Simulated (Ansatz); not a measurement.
A geometry of Te away from equilibrium: the start of the relaxation of a relaxed Te cell displaced along its unstable phonon at q = (½, ½, ½) of its primitive reciprocal cell (42i cm⁻¹), largest move 0.15 Å. Method: PBE (plane waves to 420 eV, PAW, scalar-relativistic; Ansatz, a quantum-chemistry and plane-wave program). Γ-centred k-mesh 12×12×12 on the run's cell (coarser than for final values), Fermi–Dirac smearing 0.05 eV.

```xyz
2
Lattice="-3.8476 3.8476 3.8476 0.0000 0.0000 3.8476 0.0000 3.8476 0.0000" Properties=species:S:1:pos:R:3 pbc="T T T"
Te     0.0000     0.0000     0.1500
Te    -1.9238     1.9238     1.7738
```

Question: What forces act on the atoms (eV/Å)?

Answer: 
```
atom    Fx    Fy     Fz
----  ----  ----  -----
Te1   0.00  0.00   0.17
Te2   0.00  0.00  -0.17
```

Question: What is the pressure?

Answer: +1.2 GPa, compression positive.

Question: How much energy per atom can still be gained by relaxing?

Answer: 0.18 eV/atom; the path ends in P4/nmm (No. 129).

No spin polarisation in the result.

The run could not lose the symmetry of its start: the end is stationary, and may be a saddle point rather than a minimum.

The end of the path is a generated cell of Te: the first start was made by placing the elements on the sites of a structure type, and the end was not matched to a known phase here, so it may be hypothetical. Known forms of Te include space group No. 152.
